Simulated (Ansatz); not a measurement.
GaN (wurtzite)

```
CELL_PARAMETERS angstrom
      3.21838     0.00000     0.00000
     -1.60919     2.78720     0.00000
      0.00000     0.00000     5.24320
ATOMIC_POSITIONS crystal
  Ga 0.66667 0.33333 0.00096
  Ga 0.33333 0.66667 0.50096
  N  0.66667 0.33333 0.62424
  N  0.33333 0.66667 0.12424
```

Scan: atom 2 (Ga, nearest neighbour N at 1.967 Å; its periodic images, 3.2 Å or more away, move with it) is displaced along Cartesian [111], direction (0.577, 0.577, 0.577) in Cartesian axes, by s. The other atoms stay.

Method: PBE (plane waves to 420 eV, PAW, scalar-relativistic; Ansatz, a quantum-chemistry and plane-wave program). k mesh 10×10×5 (Γ-centred), Fermi-Dirac smearing 0.05 eV. E stands for the smeared free energy. GaN was relaxed with its symmetry unable to fall. The zero of ΔE is the undisplaced structure.

```csv
s (Å),ΔE (meV/cell)
-0.200,278.9
-0.160,179.6
-0.120,101.6
-0.080,45.3
-0.040,11.4
0.000,0.0
0.040,11.4
0.080,45.9
0.120,103.3
0.160,183.8
0.200,287.3
```

**Question.** What force constant k = d²E/ds² at s = 0 does the table give?

**Answer.** 14 eV/Å². It is the second difference of the nearest points, corrected with the next pair.

**Question.** With k = 14.27 eV/Å² from the forces, is the well harmonic out to s = 0.200 Å?

**Answer.** ½ks² = 285.4 meV/cell against the computed 287.3 meV/cell, so the well is close to harmonic there.

(A displaced cell: forces are minus the slopes of the energy, force constants its curvatures, and phonons follow from these.)
